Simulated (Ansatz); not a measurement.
# Nuclear-site quantities of MgS as the cell is scaled

```
Mg S
1.0
     0.00000    2.60165    2.60165
     2.60165    0.00000    2.60165
     2.60165    2.60165    0.00000
Mg S
1 1
Direct
  0.00000 0.00000 0.00000
  0.50000 0.50000 0.50000
```

Atoms are numbered in the order listed.

The geometry is COD entry 9008672, unchecked; take it as a test cell.

Computed with DFT, LDA, all-electron PAW with datasets made for the crystal, scalar-relativistic in Ansatz 0.2.0.

Numerical set-up: a Γ-centred 8×8×8 k mesh, Fermi–Dirac smearing of 0.01 eV, cutoff 200 eV (chosen by the program for this cell), no spin polarisation.

The contact density is the mean electron density over the nuclear volume; its changes follow the s electrons' response to bonding and compression. Changes below are taken from the unscaled cell, where it is 7718.08 e/Å³ at Mg1, 19618.5 e/Å³ at S2.

The datasets are made afresh for each cell, so very small changes are uncertain.

(1) Does compression raise or lower the contact density at S2?

(2) Tabulate the changes with volume.

Answers

(1) It lowers it, by 1.18 e/Å³ over the whole range.

(2) 
```tsv
V/V(cell)	P (GPa)	Δρ(0) Mg1 (e/Å³)	Δρ(0) S2 (e/Å³)
0.9400	1.7	0.15	-0.60
0.9600	-0.2	0.09	-0.40
0.9800	-1.8	0.04	-0.20
0.9900	-2.5	0.02	-0.10
1.0000	-3.3	0.00	0.00
1.0100	-3.9	-0.02	0.10
1.0200	-4.6	-0.04	0.20
1.0400	-5.8	-0.08	0.39
1.0600	-6.8	-0.11	0.58
```
